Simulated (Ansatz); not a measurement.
Relaxing manganese (omega (AlB2-type))

Method: DFT, PBEsol, plane waves (420 eV) with PAW, scalar-relativistic in Ansatz. The PAW files were generated under PBE, with cores re-solved for the functional.

k-point mesh 9×9×13, Fermi-Dirac smearing 0.05 eV, starting moments 3.00 ×3 μB. Cell and atoms relax.

Starting structure:

```
Mn
1.0
     4.04933    0.00000    0.00000
    -2.02467    3.50682    0.00000
     0.00000    0.00000    2.48224
Mn
3
Direct
  0.00000 0.00000 0.00000
  0.33333 0.66667 0.50000
  0.66667 0.33333 0.50000
```

Task: What cell does the relaxation end in?

Result: P6/mmm with a = 3.854 Å, c = 2.423 Å (c/a = 0.629); 10.39 Å³ per atom against 11.75 at the start (-11.6 %).

Task: How much energy does the relaxation gain?

Result: 136.7 meV per atom.

Task: Which magnetic state does it end in?

Result: non-magnetic.
